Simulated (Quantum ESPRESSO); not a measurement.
MgAl3As3S, convergence and cost over cutoff and k mesh

Computed values, not a measurement. The program is pw.x of Quantum ESPRESSO 7.5 (plane-wave density functional theory). The cell is made up: 8 atoms on a zincblende/diamond lattice, with randomly drawn elements, strain and displacements, not relaxed. PseudoDojo standard norm-conserving files (v0.5 for PBE, v0.4.1 for LDA and PBEsol) set the functional; there is no spin polarisation, spin-orbit coupling or dispersion term, and the masses in the input are unused placeholders.

Input of the run in row 4:

```
&control calculation='scf', pseudo_dir='./dojo.nc.sr.pbe.v0_5.standard.upf', outdir='./o', disk_io='medium', tprnfor=.true., tstress=.true. /
&system ibrav=0, nat=8, ntyp=4, nbnd=41, ecutwfc=84.00895049, nosym=.true., tot_charge=0,
 occupations='smearing', smearing='fd', degauss=0.0018374661
/
&electrons conv_thr=7.350e-09, electron_maxstep=60, /
ATOMIC_SPECIES
Al 1.0 Al.upf
As 1.0 As.upf
Mg 1.0 Mg.upf
S 1.0 S.upf
CELL_PARAMETERS angstrom
5.7571 -0.0185 0.0486
-0.0185 5.7777 0.0975
0.0486 0.0975 5.8421
ATOMIC_POSITIONS angstrom
Mg -0.0709 0.1246 0.0294
Al 0.0852 2.87 2.9264
Al 2.9019 0.0595 2.8497
Al 2.9325 2.8577 -0.0475
As 1.4307 1.471 1.4401
As 1.4087 4.3079 4.4531
As 4.3298 1.4488 4.4665
S 4.3512 4.3628 1.5123
K_POINTS automatic
4 4 4 1 1 1
```

The same cell was run at these settings. Meshes are shifted by half a step, and differences are from the last row, which is itself not exact.

| cutoff (eV) | k mesh | k points solved | threshold (eV) | free energy less the last row's (eV) | pressure (GPa) | largest stress difference (GPa) | largest force difference (eV/Å) | iterations | wall time (s) | k-point pools | processor |
| --- | --- | --- | --- | --- | --- | --- | --- | --- | --- | --- | --- |
| 800 | 2 x 2 x 2 | 4 | 1e-04 | 8.157 | -58.68 | 57.71 | 0.071 | 7 | 52 | 1 | AMD EPYC, Zen 5 class |
| 1143 | 2 x 2 x 2 | 4 | 1e-07 | 0.291 | -1.04 | 0.26 | 0.041 | 10 | 130 | 1 | AMD EPYC, Zen 5 class |
| 822 | 4 x 4 x 4 | 32 | 1e-07 | 5.418 | -44.06 | 42.80 | 0.011 | 11 | 377 | 1 | AMD EPYC, Zen 5 class |
| 1143 | 4 x 4 x 4 | 32 | 1e-07 | 0.006 | -1.29 | 0.00 | 0.005 | 10 | 629 | 1 | AMD EPYC, Zen 5 class |
| 1437 | 6 x 6 x 6 | 108 | 1e-07 | 0.000 | -1.29 | 0.00 | 0.000 | 10 | 2421 | 1 | AMD EPYC, Zen 5 class |

Each pool is one process. Wall times include start-up and a band step at six k points, which weighs most on the coarsest meshes. The runs were on shared virtual cores whose load varied, so times are rough.